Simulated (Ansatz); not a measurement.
**Band table of Sn**

```yaml
crystal:
  lattice:
    - [-2.93516, 2.93516, 1.60118]
    - [2.93516, -2.93516, 1.60118]
    - [2.93516, 2.93516, -1.60118]
  atoms:
    - { symbol: Sn, position: [0.00000, 0.00000, 0.00000] }
    - { symbol: Sn, position: [0.75000, 0.25000, 0.50000] }
```

Atoms are numbered in the order listed.

The cell is COD entry 1534488, as deposited and not checked against the literature; nothing was relaxed. The listed cell was then made from it by scaling, straining or moving an atom.

No spin–orbit coupling, which matters for the heavy atoms here.

The calculation used DFT, LDA, all-electron LAPW, scalar-relativistic in Ansatz 0.2.0.

Sampling and basis: a Γ-centred 15×15×15 k mesh, Fermi–Dirac smearing of 0.05 eV, basis error target 0.5 meV/atom, no spin polarisation.

Path points, in fractions of the reciprocal vectors: Γ (0.000, 0.000, 0.000), X (0.000, 0.000, 0.500), M (-0.500, 0.500, 0.500), Z (0.324, 0.324, -0.324), Z0 (-0.324, 0.676, 0.324), P (0.250, 0.250, 0.250). Levels in eV from the Fermi level; bands 9 to 25, counted from the lowest band of the run. The gap is zero.

```
# k(1/Å) point b9 b10 b11 b12 b13 b14 b15 b16 b17 b18 b19 b20 b21 b22 b23 b24 b25
0.000 Γ -21.49 -21.40 -21.36 -21.35 -21.21 -21.21 -21.19 -21.19 -21.11 -21.01 -11.03 -3.79 -1.90 -1.90 3.13 6.10 6.10
0.151 - -21.48 -21.40 -21.36 -21.35 -21.21 -21.20 -21.19 -21.19 -21.12 -21.01 -10.94 -4.45 -1.80 -1.40 3.54 5.33 5.62
0.303 - -21.46 -21.41 -21.37 -21.34 -21.22 -21.19 -21.19 -21.18 -21.13 -21.04 -10.67 -5.61 -1.48 -0.66 4.10 4.60 4.69
0.454 - -21.42 -21.41 -21.38 -21.31 -21.24 -21.19 -21.18 -21.17 -21.15 -21.07 -10.23 -6.79 -0.96 0.03 2.84 3.50 6.10
0.605 - -21.41 -21.39 -21.37 -21.28 -21.27 -21.20 -21.17 -21.16 -21.15 -21.10 -9.61 -7.88 -0.26 0.75 1.67 2.47 5.92
0.757 X -21.40 -21.40 -21.32 -21.32 -21.23 -21.23 -21.16 -21.16 -21.13 -21.13 -8.83 -8.83 0.63 0.63 1.55 1.55 5.88
0.908 - -21.41 -21.41 -21.32 -21.32 -21.23 -21.23 -21.17 -21.17 -21.13 -21.13 -8.74 -8.74 -0.64 -0.64 2.95 2.95 5.78
1.060 - -21.41 -21.41 -21.30 -21.30 -21.23 -21.23 -21.17 -21.17 -21.14 -21.14 -8.51 -8.51 -2.09 -2.09 4.73 4.73 5.64
1.211 - -21.41 -21.41 -21.27 -21.27 -21.22 -21.22 -21.18 -21.18 -21.16 -21.16 -8.15 -8.15 -3.35 -3.35 5.15 5.15 6.87
1.362 - -21.41 -21.41 -21.25 -21.25 -21.22 -21.22 -21.19 -21.19 -21.18 -21.18 -7.76 -7.76 -4.28 -4.28 5.01 5.01 8.45
1.514 M -21.41 -21.41 -21.23 -21.23 -21.22 -21.22 -21.20 -21.20 -21.19 -21.19 -7.56 -7.56 -4.66 -4.66 4.95 4.95 9.13
1.728 - -21.42 -21.41 -21.28 -21.23 -21.22 -21.21 -21.20 -21.19 -21.17 -21.17 -8.32 -7.38 -4.48 -3.52 5.05 5.08 7.45
1.942 - -21.42 -21.40 -21.35 -21.27 -21.22 -21.20 -21.20 -21.17 -21.16 -21.12 -9.45 -6.86 -3.97 -1.30 4.46 5.45 5.58
2.156 - -21.43 -21.40 -21.38 -21.31 -21.21 -21.20 -21.20 -21.16 -21.14 -21.07 -10.32 -5.98 -3.20 1.35 1.83 5.66 6.00
2.370 - -21.47 -21.40 -21.36 -21.35 -21.20 -21.20 -21.20 -21.18 -21.12 -21.02 -10.85 -4.78 -2.34 -0.52 3.88 4.16 6.29
2.584 Γ -21.49 -21.40 -21.36 -21.35 -21.21 -21.21 -21.19 -21.19 -21.11 -21.01 -11.03 -3.79 -1.90 -1.90 3.13 6.10 6.10
2.839 - -21.48 -21.37 -21.36 -21.31 -21.23 -21.23 -21.20 -21.20 -21.11 -21.01 -10.77 -3.58 -1.66 -1.66 3.35 4.55 4.58
3.093 - -21.47 -21.34 -21.29 -21.27 -21.27 -21.22 -21.22 -21.21 -21.12 -21.02 -10.02 -2.96 -1.05 -1.05 1.52 1.56 3.99
3.348 - -21.44 -21.32 -21.30 -21.30 -21.24 -21.24 -21.23 -21.13 -21.12 -21.03 -8.78 -2.52 -1.12 -0.63 -0.63 -0.40 3.06
3.602 - -21.42 -21.31 -21.31 -21.29 -21.25 -21.25 -21.23 -21.14 -21.08 -21.05 -7.27 -4.01 -2.98 -1.48 -1.48 0.65 3.67
3.857 Z -21.39 -21.29 -21.29 -21.28 -21.27 -21.24 -21.24 -21.16 -21.13 -21.09 -6.56 -5.62 -2.93 -2.82 -2.82 2.93 5.55
4.101 - -21.41 -21.31 -21.31 -21.27 -21.27 -21.25 -21.22 -21.16 -21.10 -21.07 -6.70 -5.30 -3.45 -2.08 -1.01 1.14 4.05
4.345 - -21.41 -21.33 -21.32 -21.29 -21.26 -21.25 -21.16 -21.14 -21.09 -21.07 -6.92 -5.35 -2.79 -1.26 -1.07 1.92 2.60
4.589 - -21.41 -21.33 -21.32 -21.29 -21.26 -21.25 -21.16 -21.14 -21.09 -21.07 -6.92 -5.35 -2.79 -1.26 -1.07 1.92 2.60
4.832 - -21.41 -21.31 -21.31 -21.27 -21.27 -21.25 -21.22 -21.16 -21.10 -21.07 -6.70 -5.30 -3.45 -2.08 -1.01 1.14 4.05
5.076 Z0 -21.39 -21.29 -21.29 -21.28 -21.27 -21.24 -21.24 -21.16 -21.13 -21.09 -6.56 -5.62 -2.93 -2.82 -2.82 2.93 5.55
5.214 - -21.38 -21.31 -21.27 -21.27 -21.26 -21.23 -21.23 -21.17 -21.17 -21.12 -6.80 -6.29 -3.45 -3.45 -1.84 4.39 6.76
5.352 - -21.38 -21.35 -21.25 -21.24 -21.24 -21.21 -21.21 -21.21 -21.18 -21.15 -7.12 -6.82 -3.97 -3.97 -0.37 5.88 7.95
5.490 - -21.39 -21.39 -21.24 -21.23 -21.22 -21.22 -21.20 -21.20 -21.20 -21.18 -7.38 -7.21 -4.35 -4.35 1.31 6.98 8.80
5.627 - -21.41 -21.41 -21.24 -21.23 -21.21 -21.21 -21.21 -21.21 -21.19 -21.19 -7.53 -7.45 -4.58 -4.58 3.11 6.56 9.09
5.765 M -21.41 -21.41 -21.23 -21.23 -21.22 -21.22 -21.20 -21.20 -21.19 -21.19 -7.56 -7.56 -4.66 -4.66 4.95 4.95 9.13
6.522 X -21.40 -21.40 -21.32 -21.32 -21.23 -21.23 -21.16 -21.16 -21.13 -21.13 -8.83 -8.83 0.63 0.63 1.55 1.55 5.88
6.718 - -21.39 -21.39 -21.33 -21.33 -21.23 -21.23 -21.17 -21.17 -21.13 -21.13 -8.68 -8.68 0.70 0.70 1.68 1.68 4.44
6.915 - -21.35 -21.35 -21.34 -21.34 -21.23 -21.23 -21.17 -21.17 -21.13 -21.13 -8.24 -8.24 0.57 0.57 2.05 2.05 2.68
7.111 - -21.37 -21.37 -21.32 -21.32 -21.22 -21.22 -21.16 -21.16 -21.13 -21.13 -7.52 -7.52 -0.84 -0.84 2.48 2.48 2.72
7.307 - -21.38 -21.38 -21.32 -21.32 -21.22 -21.22 -21.13 -21.13 -21.12 -21.12 -6.62 -6.62 -2.54 -2.54 3.13 3.13 3.42
7.503 P -21.39 -21.39 -21.32 -21.32 -21.22 -21.22 -21.13 -21.13 -21.10 -21.10 -6.03 -6.03 -3.41 -3.41 3.52 3.52 3.83
```
